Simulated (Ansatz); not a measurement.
A relaxation computed with Ansatz, from input to last step.

```yaml
crystal:
  lattice:
    - [-2.0016012063, 2.0016012063, 7.227701161]
    - [2.0016012063, -2.0016012063, 7.227701161]
    - [2.0016012063, 2.0016012063, -7.227701161]
  atoms:
    - { symbol: "Y", position: [0.0, 0.0, 0.0] }
    - { symbol: Al, position: [0.7470761995, 0.7470761995, 0.0] }
    - { symbol: Al, position: [0.2529238005, 0.2529238005, 0.0] }
    - { symbol: Pd, position: [0.5, 0.5, 0.0] }
    - { symbol: Pd, position: [0.8568954898, 0.3568954898, 0.5] }
    - { symbol: Pd, position: [0.3568954898, 0.8568954898, 0.5] }
    - { symbol: Pd, position: [0.1431045102, 0.6431045102, 0.5] }
    - { symbol: Pd, position: [0.6431045102, 0.1431045102, 0.5] }
basis:
  ecutwfc: 420
kpoints:
  mp_grid: { grid: [12, 12, 12] }
hamiltonian:
  xc: pbesol
scf:
  occupations: { method: gaussian, width: 0.1 }
output:
  forces: true
  stress: true
  eigenvalues: true
relax:
  adjacent_minimum: "off"
  f_tol: 0.01
  max_steps: 30
  cell: { stress_tol: 0.1, fix: [volume] }
```

```bash
ansatz run input.yaml --threads 2 --pin off --max-ram 5120MiB --backend cpu --events-out ev --progress --plain --runs-dir out
```

Method: Ansatz 0.2.0, DFT PBEsol, scalar-relativistic, plane waves, PAW.

The volume is held at 0.94 times that of the relaxed cell.

Of 5 frames 4 are shown, positions in Å and forces in eV/Å; the SCF threshold varies from step to step. Steps run on the plane waves of an earlier cell, with a Pulay correction in the pressure. The basis is chosen afresh for the last frame, the zero of the energies, and at times for earlier ones too; energy and pressure step there, also at an unchanged geometry.

```xyz
8
Lattice="-2.0016 2.0016 7.2277 2.0016 -2.0016 7.2277 2.0016 2.0016 -7.2277" Properties=species:S:1:pos:R:3:forces:R:3 pbc="T T T" step=1 free_energy_over_end_meV_per_atom=0.21 pressure_GPa=11.23
Y     0.0000    0.0000    0.0000    0.0000    0.0000    0.0000
Al    0.0000    0.0000   10.7993    0.0000    0.0000    0.0382
Al    0.0000    0.0000    3.6561    0.0000    0.0000   -0.0382
Pd    0.0000    0.0000    7.2277    0.0000    0.0000    0.0000
Pd    0.0000    2.0016    5.1591    0.0000    0.0000    0.0955
Pd    2.0016    0.0000    5.1591    0.0000    0.0000    0.0955
Pd    2.0016    0.0000    2.0686    0.0000    0.0000   -0.0955
Pd    0.0000    2.0016    2.0686    0.0000    0.0000   -0.0955
8
Lattice="-2.0034 2.0034 7.2149 2.0034 -2.0034 7.2149 2.0034 2.0034 -7.2149" Properties=species:S:1:pos:R:3:forces:R:3 pbc="T T T" step=2 free_energy_over_end_meV_per_atom=0.03 pressure_GPa=11.08
Y     0.0000    0.0000    0.0000    0.0000    0.0000    0.0000
Al    0.0000    0.0000   10.7815    0.0000    0.0000    0.0170
Al    0.0000    0.0000    3.6484    0.0000    0.0000   -0.0170
Pd    0.0000    0.0000    7.2149    0.0000    0.0000    0.0000
Pd    0.0000    2.0034    5.1588    0.0000    0.0000   -0.0089
Pd    2.0034    0.0000    5.1588    0.0000    0.0000   -0.0089
Pd    2.0034    0.0000    2.0562    0.0000    0.0000    0.0089
Pd    0.0000    2.0034    2.0562    0.0000    0.0000    0.0089
8
Lattice="-2.0021 2.0021 7.2242 2.0021 -2.0021 7.2242 2.0021 2.0021 -7.2242" Properties=species:S:1:pos:R:3:forces:R:3 pbc="T T T" step=3 free_energy_over_end_meV_per_atom=0.00 pressure_GPa=11.09
Y     0.0000    0.0000    0.0000    0.0000    0.0000    0.0000
Al    0.0000    0.0000   10.7962    0.0000    0.0000    0.0130
Al    0.0000    0.0000    3.6522    0.0000    0.0000   -0.0130
Pd    0.0000    0.0000    7.2242    0.0000    0.0000    0.0000
Pd    0.0000    2.0021    5.1647    0.0000    0.0000    0.0004
Pd    2.0021    0.0000    5.1647    0.0000    0.0000    0.0004
Pd    2.0021    0.0000    2.0595    0.0000    0.0000   -0.0004
Pd    0.0000    2.0021    2.0595    0.0000    0.0000   -0.0004
8
Lattice="-2.0018 2.0018 7.2263 2.0018 -2.0018 7.2263 2.0018 2.0018 -7.2263" Properties=species:S:1:pos:R:3:forces:R:3 pbc="T T T" step=5 free_energy_over_end_meV_per_atom=0.00 pressure_GPa=11.09
Y     0.0000    0.0000    0.0000    0.0000    0.0000    0.0000
Al    0.0000    0.0000   10.8003    0.0000    0.0000    0.0051
Al    0.0000    0.0000    3.6523    0.0000    0.0000   -0.0051
Pd    0.0000    0.0000    7.2263    0.0000    0.0000    0.0000
Pd    0.0000    2.0018    5.1662    0.0000    0.0000    0.0004
Pd    2.0018    0.0000    5.1662    0.0000    0.0000    0.0004
Pd    2.0018    0.0000    2.0601    0.0000    0.0000   -0.0004
Pd    0.0000    2.0018    2.0601    0.0000    0.0000   -0.0004
```

The run took 3.1 min on 2 threads of AMD EPYC 7R43 64-Core Processor (Zen 3), on a shared host, peak memory 1.1 GiB.